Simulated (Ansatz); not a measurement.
## Optical constants of Zr3O

Theory: Ansatz, DFT PBEsol, scalar-relativistic, plane waves, PAW. Settings: 420 eV plane-wave cutoff, Γ-centred 6×6×8 mesh, Fermi-Dirac smearing of 0.15 eV. No spin polarisation.

Equilibrium structure at this level:
```xyz
8
Lattice="5.5835 0.0000 0.0000 -2.7918 4.8355 0.0000 0.0000 0.0000 5.1682" Properties=species:S:1:pos:R:3 pbc="T T T"
Zr    1.9017    0.0000    0.0000
Zr    0.9508    1.6469    2.5841
Zr   -0.9508    1.6469    0.0000
Zr    3.6818    0.0000    2.5841
Zr    1.8409    3.1885    0.0000
Zr   -1.8409    3.1885    2.5841
O     0.0000    3.2236    1.2920
O     2.7918    1.6118    3.8761
```

In a metal these results depend on the k mesh and the smearing. A semilocal functional can close a gap that the real compound has.

Independent-particle response (no local fields, no excitons) on a 12×12×12 mesh, broadened by 0.1 eV; the Drude term is undamped and its weight carries the smearing above, which sets much of it in a semimetal. The run couldn't bound its error over part or most of this range, so small peaks and near ties are unsure. Light polarised along z. ε₁ lacks the small share of bands above those solved.

(1) Tabulate ε₁ and ε₂ against photon energy.

(2) Where is the highest local maximum of ε₂ between 0.3 and 10 eV?

## Answers

(1)
```
E (eV)        ε₁      ε₂
   0.1  -1226.27  107.98
   0.5    -41.28   51.31
   0.9      3.68   36.78
   1.3     -3.25   37.59
   1.7     -0.04   26.95
   2.1     -1.86   22.49
   2.5     -3.14   20.56
   2.9     -4.63   15.93
   3.3     -5.12   11.30
   3.7     -3.26    9.02
   4.1     -1.36    9.51
   4.5     -1.73    8.20
   4.9     -2.54    9.12
   5.3     -3.00    6.65
   5.7     -2.98    6.22
   6.1     -3.37    5.72
   6.5     -2.89    3.25
   6.9     -1.39    3.56
   7.3     -1.55    3.10
   7.7     -1.26    3.06
   8.1     -0.75    2.61
   8.5     -0.66    2.86
   8.9     -0.45    2.67
   9.3      0.16    3.33
   9.7     -0.66    3.53
```

(2) At 1.2 eV, where ε₂ = 40.2.

Cost: 1 run of about 19 core-minutes, on Arm Neoverse V2 (shared hosts).